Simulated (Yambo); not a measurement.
Convergence of the G0W0 gap of MgS

G0W0@PBEsol for MgS (rock salt, space group Fm-3m, No. 225) in Yambo. Reference settings: 6×6×6 Γ-centred k mesh, bands 5 to 80 and a 10 Ry block in the screening, 80 bands in G with the Bruneval-Gonze terminator, plasmon pole fitted at 27.2 eV. The PBEsol gap Γ → X on this mesh is 2.73 eV; G0W0 gaps are taken between the same points.

```csv
change from the reference,G0W0 gap Γ → X (eV),shift of the valence edge (eV),rough Yambo cost
reference settings,4.55,-1.15,1
27 bands in G,4.56,-1.12,–
wavefunctions cut at 25 Ry,4.64,-1.13,about 1/3
no point-group symmetry,4.55,-1.15,about 6×
"27 bands in G, no terminator",4.35,-0.63,–
no terminator,4.50,-1.05,–
```

The reference isn't shown to be the converged limit. Costs are rough (shared machines), scaled to the same edge states, and given only for runs that recompute the screening.

Geometry relaxed with PBEsol; primitive cell a = 3.6650 Å, b = 3.6650 Å, c = 3.6650 Å, α = 60.00°, β = 60.00°, γ = 60.00°.

A shift is the quasiparticle energy of the state minus its PBEsol energy.
